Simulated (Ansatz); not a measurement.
Here is the system:

CuI:
```xyz
4
Lattice="2.1492 1.2408 6.5347 -2.1492 1.2408 6.5347 0.0000 -2.4817 6.5347" Properties=species:S:1:pos:R:3 pbc="T T T"
Cu     0.0000     0.0000     2.4765
Cu     0.0000     0.0000    17.1276
I      0.0000     0.0000     0.0000
I      0.0000     0.0000     9.8020
```

This is the LDA-relaxed structure.

**Question.** All from LDA (plane waves, PAW; program Ansatz), unless another level is named. Give the highest zone-centre frequency.

**Answer.** 199 cm⁻¹.

**Question.** Predict the bulk modulus (Birch–Murnaghan fit).

**Answer.** 49.6 GPa.

Space group R-3m. The first step of the workflow began from a Materials Project structure, measured or hypothetical; the Crystallography Open Database copy checked does not list it. It is not the phase usual at ambient conditions (space group No. 216). The LDA relaxation kept the symmetry of its start; phonons show weakly imaginary modes. No spin polarisation was allowed. Its formation energy is positive at this level, so the cell may be metastable or incomplete. A small band overlap can be real or an error of a semilocal functional. As this level gives no gap, phonon frequencies hold no LO–TO term and depend on the k-mesh and smearing (Fermi–Dirac, 0.1 eV here). Spin–orbit coupling is left out wherever it is not named.

Potentials: the later of the program's two PAW sets.
